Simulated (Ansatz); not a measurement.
An Ansatz (a program for electronic structure) run. Input:

Ansatz 0.2 input:
```yaml
crystal:
  lattice:
    - [4.5602110763, 0.0, 0.0]
    - [-2.2801055381, 3.9492586387, 0.0]
    - [0.0, 0.0, 7.4521581633]
  atoms:
    - { symbol: I, position: [0.3333333333, 0.6666666667, 0.0025326959] }
    - { symbol: I, position: [0.6666666667, 0.3333333333, 0.5025326959] }
    - { symbol: Ag, position: [0.3333333333, 0.6666666667, 0.6274673041] }
    - { symbol: Ag, position: [0.6666666667, 0.3333333333, 0.1274673041] }
kpoints:
  mp_grid: { grid: [7, 7, 4] }
hamiltonian:
  xc: pbesol
  pseudopotentials: { kind: paw }
scf:
  occupations: { method: fixed }
dielectric: { raman: true }
```

Output (shortened):

```
Pseudopotential: I, paw, valence charge 17
Pseudopotential: Ag, paw, valence charge 19
Functional definition: PBEsol
Crystal: 4 atoms, lattice volume = 134.209 Å³
Basis set: ecut = 420 eV, 2647 PW (Γ), exchange–correlation on 64×64×100 points (8 copies of the dense FFT grid, shifted against one another)
Bands: 44, of which v1, the nominal top of the filled ones, is band 36 counted from 1 (35 counted from 0)
Symmetry: 12 space group operations
k-points: 60 of 196 (irreducible under 2 space group operations, time reversal used)
SCF iter   1: F=—  HF=-29909.846233 eV  |F-HF|=—  |Δ(HF+E_count)|=         —  Δρ=4.39e-3  dr2=2.61e-2  ethr=1.77e-3  ⟨swp⟩=5.2  Hψ=8898  notcnv=0  defer=355
preconditioner: auto → Resta (q_TF=auto, 2.459 Å⁻¹)
SCF iter   2: F=—  HF=-29909.839732 eV  |F-HF|=—  |Δ(HF+E_count)|=   6.50e-3  Δρ=1.55e-3  dr2=4.33e-3  ethr=3.62e-5  ⟨swp⟩=2.2  Hψ=4217  notcnv=0  defer=360
SCF iter   3: F=—  HF=-29909.839135 eV  |F-HF|=—  |Δ(HF+E_count)|=   5.96e-4  Δρ=6.37e-4  dr2=8.23e-4  ethr=6.01e-6  ⟨swp⟩=2.0  Hψ=3635  notcnv=0  defer=360
SCF iter   4: F=—  HF=-29909.839284 eV  |F-HF|=—  |Δ(HF+E_count)|=   1.49e-4  Δρ=1.68e-4  dr2=6.75e-5  ethr=1.14e-6  ⟨swp⟩=2.0  Hψ=3673  notcnv=0  defer=360
SCF iter   5: F=—  HF=-29909.839371 eV  |F-HF|=—  |Δ(HF+E_count)|=   8.73e-5  Δρ=7.11e-5  dr2=1.22e-5  ethr=9.37e-8  ⟨swp⟩=2.0  Hψ=3562  notcnv=0  defer=360
SCF iter   6: F=—  HF=-29909.839392 eV  |F-HF|=—  |Δ(HF+E_count)|=   2.05e-5  Δρ=1.54e-5  dr2=5.32e-7  ethr=1.70e-8  ⟨swp⟩=2.0  Hψ=3562  notcnv=0  defer=355
SCF iter   7: F=—  HF=-29909.839392 eV  |F-HF|=—  |Δ(HF+E_count)|=   4.47e-7  Δρ=4.87e-6  dr2=4.92e-8  ethr=7.39e-10  ⟨swp⟩=2.0  Hψ=3560  notcnv=0  defer=309
SCF iter   8: F=—  HF=-29909.839392 eV  |F-HF|=—  |Δ(HF+E_count)|=   1.36e-7  Δρ=1.32e-6  dr2=4.16e-9  ethr=6.83e-11  ⟨swp⟩=2.0  Hψ=3558  notcnv=0  defer=310
SCF iter  10: F=-29909.839392 eV  HF=-29909.839392 eV  |F-HF|=0.00e0  |Δ(HF+E_count)|=  2.66e-10  Δρ=1.52e-7  dr2=3.21e-11  ethr=1.00e-12  ⟨swp⟩=12.5  Hψ=12187  notcnv=0
SCF 1 converged in 10 iterations: F = -29909.839392 eV  dr2 = 3.21e-11
NSCF: frozen V_eff on 6 k-points
DFPT response loops at Γ: preconditioner auto → none (the input reference at scf.mixing.eps_inf says where Resta's filter doesn't serve); β = 0.50 …
── the response to a field inside a basis, on 10×10×6 k-points: an SCF that follows is theirs, and a resumed run solves both again ──
Crystal: 4 atoms, lattice volume = 134.209 Å³
Bands: 37, of which v1, the nominal top of the filled ones, is band 36 counted from 1 (35 counted from 0)
k-points: 90
SCF iter   1: F=—  HF=-29909.790060 eV  |F-HF|=—  |Δ(HF+E_count)|=         —  Δρ=1.76e-4  dr2=9.38e-6  ethr=1.00e-1
preconditioner: auto → Resta (q_TF=auto, 2.459 Å⁻¹)
SCF iter   2: F=—  HF=-29909.790070 eV  |F-HF|=—  |Δ(HF+E_count)|=   1.05e-5  Δρ=9.71e-5  dr2=3.78e-6  ethr=1.30e-8
SCF iter   3: F=—  HF=-29909.790076 eV  |F-HF|=—  |Δ(HF+E_count)|=   5.11e-6  Δρ=1.18e-5  dr2=3.51e-7  ethr=5.25e-9
SCF iter   4: F=—  HF=-29909.790076 eV  |F-HF|=—  |Δ(HF+E_count)|=   7.33e-8  Δρ=7.39e-6  dr2=8.86e-8  ethr=4.87e-10
SCF iter   5: F=—  HF=-29909.790076 eV  |F-HF|=—  |Δ(HF+E_count)|=   5.54e-8  Δρ=1.59e-6  dr2=5.32e-9  ethr=1.23e-10
SCF iter   6: F=—  HF=-29909.790076 eV  |F-HF|=—  |Δ(HF+E_count)|=   1.88e-8  Δρ=4.99e-7  dr2=5.62e-10  ethr=7.39e-12
SCF iter   7: F=—  HF=-29909.790076 eV  |F-HF|=—  |Δ(HF+E_count)|=   2.35e-9  Δρ=2.35e-7  dr2=1.10e-10  ethr=1.00e-12
SCF iter   8: F=-29909.790076 eV  HF=-29909.790076 eV  |F-HF|=4.37e-11  |Δ(HF+E_count)|=  2.44e-10  Δρ=7.03e-8  dr2=1.26e-11  ethr=1.00e-12
SCF 1 converged in 8 iterations: F = -29909.790076 eV  dr2 = 1.26e-11
DFPT response loops at Γ: mixed as the last ones told, above
DFPT response loops at Γ: mixed as the last ones told, above
SCF converged after 10 iterations
Free energy (F): -29909.839392 eV
Harris-Foulkes:  -29909.839392 eV  (|F-HF|=0.00e0)
Internal energy: -29909.839392 eV  (E = F + TS)
E sigma→0 (E₀):  -29909.839392 eV
Fermi energy:    6.984799 eV
--- Per-component energies (eV) ---
  E_band       = -1552.223892
  E_kinetic    = 1434.623288
  E_local      = -10956.591910  (includes V_loc(G=0)·N_el)
  E_nonlocal   = -6.992898
  E_hartree    = 5181.641521
  E_xc         = -618.417037
  E_vxc        = -721.263789  (∫ρ·V_xc dr)
  E_paw        = -17147.961419  (= ΣΔE_a)
  E_vpaw       = -1665.282009  (= ΣTr[D̂ρ^β])
  E_aug_tail   = 0.000617  (compensation charges beyond the density's cutoff)
  E_ewald      = -7797.611315
  E_core_change = 1.469762  (= ΣΔE_core)
  E_smearing   =  0.000000  (= −TS)
  E_closure    = 0.000000  (closes the sum)
  Σ components = -29909.839392   (vs F -29909.839392, Δ=0.00e0)
  [band-id]    e_kinetic+e_local+e_nonlocal+2·e_hartree+e_vxc+e_vpaw+e_augmentation_tail = -1552.223660   (vs E_band -1552.223892, Δ=2.32e-4)
--- Band table (eV; the first three rows and the last of 60) ---
  k-point 0: bands = ["-83.5897", "-83.5897", "-47.1301", "-47.1300", "-47.1300", "-47.1300", "-47.1300", "-47.1300", "-37.8806", "-37.8803", "-37.8795", "-37.8795", "-37.8795", "-37.8795", "-37.8759", "-37.8759", "-37.8758", "-37.8758", "-5.9912", "-5.6772", …
  k-point 1: bands = ["-83.5897", "-83.5897", "-47.1301", "-47.1300", "-47.1300", "-47.1300", "-47.1300", "-47.1300", "-37.8806", "-37.8804", "-37.8795", "-37.8795", "-37.8795", "-37.8795", "-37.8759", "-37.8759", "-37.8758", "-37.8758", "-5.9471", "-5.7252", …
  k-point 2: bands = ["-83.5897", "-83.5897", "-47.1300", "-47.1300", "-47.1300", "-47.1300", "-47.1300", "-47.1300", "-37.8804", "-37.8804", "-37.8795", "-37.8795", "-37.8795", "-37.8795", "-37.8759", "-37.8759", "-37.8759", "-37.8759", "-5.8382", "-5.8382", …
  k-point 59: bands = ["-83.5897", "-83.5897", "-47.1301", "-47.1301", "-47.1301", "-47.1301", "-47.1300", "-47.1300", "-37.8805", "-37.8803", "-37.8797", "-37.8797", "-37.8795", "-37.8795", "-37.8759", "-37.8759", "-37.8758", "-37.8758", "-5.7085", …
--- Dielectric response (ions clamped): 3 representative field directions + reference, inside a basis on a mesh of 600 k-points (Σ response iterations 24) ---
  ε∞ (high-frequency dielectric tensor):
        5.460279     0.000000     0.000000
        0.000000     5.460279     0.000000
        0.000000     0.000000     5.533325
  Born effective charges Z* (e; rows j = field, columns β = displacement):
    site 0:
        -1.16353    0.00000    0.00000
         0.00000   -1.16353    0.00000
         0.00000    0.00000   -1.20523
    site 1:
        -1.16353    0.00000    0.00000
         0.00000   -1.16353    0.00000
         0.00000    0.00000   -1.20523
    site 2:
         1.16353    0.00000    0.00000
         0.00000    1.16353    0.00000
         0.00000    0.00000    1.20523
    site 3:
         1.16353    0.00000    0.00000
         0.00000    1.16353    0.00000
         0.00000    0.00000    1.20523
  Z* charge neutrality: 7.845e-3 e pre-enforcement
  solved inside a basis spanned on kpoints, on 10×10×6 k-points transformed towards the longest dipole …
  Raman tensors (in the event stream and the table raman_tensors.tsv) …
```

Cost: about 40 core-minutes (a rough figure) on shared cores.

Space group P6_3mc (wurtzite). Symmetry was held in the PBEsol relaxation. The run is not spin-polarised. Spin–orbit coupling is left out wherever it is not named.

Potentials: the later of the program's two PAW sets.

Ansatz is a plane-wave DFT program.
